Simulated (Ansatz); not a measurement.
A relaxed cell of Ni (Fm-3m (No. 225)), relaxed on a k-mesh at least as fine as the one used below. These are r2SCAN (plane waves to 500 eV, PAW, scalar-relativistic; Ansatz, a quantum-chemistry and plane-wave program) values and carry that method's errors. Γ-centred k-mesh 8×16×16 on the run's cell (coarser than for final values), Fermi–Dirac smearing 0.05 eV.

```
CELL_PARAMETERS angstrom
      0.00000     3.47813     3.47813
      1.73906     0.00000     1.73906
      1.73906     1.73906     0.00000
ATOMIC_POSITIONS crystal
  Ni 0.00000 0.00000 0.00000
  Ni 0.50000 0.00000 0.00000
```
Spin-polarised start, with parallel moments on Ni.

The atoms are displaced by (Å):

| atom | ux | uy | uz |
|---|---|---|---|
| Ni1 | 0.002 | 0.077 | -0.070 |
| Ni2 | -0.080 | -0.059 | 0.095 |

Problem. What forces (eV/Å) and pressure result?

Solution. 
```
atom     Fx     Fy     Fz
----  -----  -----  -----
Ni1   -0.55  -0.07   0.75
Ni2    0.55   0.07  -0.75
```

Pressure +2.1 GPa.

Problem. Estimate the energy cost of the displacement in the harmonic approximation and compare with the calculation.

Solution. For a harmonic well ΔE = −½ Σ F·u = 0.089 eV a cell, or 45 meV/atom. The calculated energy relative to the undisplaced cell is +0.04 eV/atom, so the harmonic estimate holds well.

Spin state reached: ferromagnetic (net 0.74 μB/atom), from parallel starting moments; other spin orders were not run from this start. r2SCAN tends to overstate moments in metals.

The run that gave the undisplaced cell could not lose the symmetry of its start; a randomly shaken copy of 2 atoms returns to this structure.
